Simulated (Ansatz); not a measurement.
## OsO$_{2}$, first-principles data

OsO2:
```
OsO2
1.0
    4.45395     0.00000     0.00000
    0.00000     4.45395     0.00000
    0.00000     0.00000     3.18145
Os O
2 4
Direct
  0.00000   0.00000   0.00000
  0.50000   0.50000   0.50000
  0.30875   0.30875   0.00000
  0.19125   0.80875   0.50000
  0.69125   0.69125   0.00000
  0.80875   0.19125   0.50000
```

Space group P4_2/mnm (No. 136), rutile; conventional cell a = 4.4540 Å, b = 4.4540 Å, c = 3.1815 Å, α = 90.00°, β = 90.00°, γ = 90.00°.

Method: the program Ansatz at the PBEsol level (PAW). The cell and atoms are relaxed at this level. Other levels are named where they apply.

### Cell and energy

| Quantity | Value |
|---|---|
| Volume per atom | 10.52 Å³ |
| Density | 11.69 g/cm³ |
| Formation energy from the elements (no fitted shifts) | -937 meV/atom |

### Electronic structure

| Item | Value |
|---|---|
| Electronic character | metallic (no gap) |
| Density of states at the Fermi level | 0.46 states/eV per atom (mean over ±0.08 eV) |
| Gap with spin–orbit coupling | none (metallic) |

### Mechanics

| Item | Value |
|---|---|
| Bulk modulus (Birch–Murnaghan fit) | 301 GPa |
| Pressure derivative B′ | 4.5 |

### Charges

| Item | Value |
|---|---|
| Bader charges | Os +1.90, O -0.95 e |

The workflow started from an entry of the Crystallography Open Database (COD). Whether it is the stable phase at ambient conditions was not checked. The PBEsol relaxation kept the symmetry of its start; its stability against distortions is not shown here. No spin polarisation was allowed. The references are the lowest solids computed at this level, not always the standard phases (solids in place of the gases). Scalar-relativistic: spin–orbit coupling is off unless named, which matters more the heavier the elements.

Potentials: the later of the program's two PAW sets.
